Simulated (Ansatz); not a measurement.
Method: DFT PBE, scalar-relativistic, plane waves, PAW (Ansatz). Settings: cutoff 420 eV, Γ-centred meshes spaced at most about 0.3 Å⁻¹, and about 0.25 Å⁻¹ or finer for metals (2π included), Gaussian smearing. No spin polarisation in the final relaxations.

Temperature and zero-point effects are left out. All come from trial cells, and lower structures may exist.

Question: These unrelaxed guesses for Sn₂TeO₂ are each relaxed within their symmetry. Order them by the energy at which they end, lowest first.
A.

```
CELL_PARAMETERS angstrom
4.46692 0.00000 0.00000
-2.23346 3.86846 0.00000
0.00000 0.00000 7.48722
ATOMIC_POSITIONS crystal
Sn 0.33333 0.66667 0.26000
Sn 0.66667 0.33333 0.74000
Te 0.00000 0.00000 0.00000
O 0.33333 0.66667 0.62000
O 0.66667 0.33333 0.38000
```

B.

```
CELL_PARAMETERS angstrom
3.35798 -4.37408 0.00000
3.35798 4.37408 0.00000
0.00000 0.00000 4.33067
ATOMIC_POSITIONS crystal
Sn 0.64309 0.35691 0.50000
Sn 0.35691 0.64309 0.50000
Te 0.00000 0.00000 0.50000
O 0.00000 0.00000 0.00000
O 0.50000 0.50000 0.00000
```

C.

```
CELL_PARAMETERS angstrom
7.59696 0.00000 0.00000
0.00000 7.59696 0.00000
0.00000 0.00000 3.82849
ATOMIC_POSITIONS crystal
Sn 0.67143 0.17143 0.50000
Sn 0.32857 0.82857 0.50000
Sn 0.17143 0.32857 0.50000
Sn 0.82857 0.67143 0.50000
Te 0.50000 0.50000 0.00000
Te 0.00000 0.00000 0.00000
O 0.12047 0.62047 0.00000
O 0.87953 0.37953 0.00000
O 0.62047 0.87953 0.00000
O 0.37953 0.12047 0.00000
```

D.

```
CELL_PARAMETERS angstrom
-2.24609 2.24609 5.31057
2.24609 -2.24609 5.31057
2.24609 2.24609 -5.31057
ATOMIC_POSITIONS crystal
Sn 0.63281 0.63281 0.00000
Sn 0.36719 0.36719 0.00000
Te 0.00000 0.00000 0.00000
O 0.25000 0.75000 0.50000
O 0.75000 0.25000 0.50000
```

Answer: D (ends in I4/mmm, 0 meV/atom), A (ends in P-3m1, 137 meV/atom), C (ends in P4/mbm, 0.48 eV/atom), B (ends in Cmmm, 0.62 eV/atom).

Weakly bound directions are ill-defined at this level, which has no dispersion term (P4/mbm), and this can change margins and order among such cells. These runs have no spin–orbit coupling, which can matter for Te. Cells relaxed within their symmetry can be saddle points. Some types were kept out of the candidates beforehand, so the set may lack a known form.
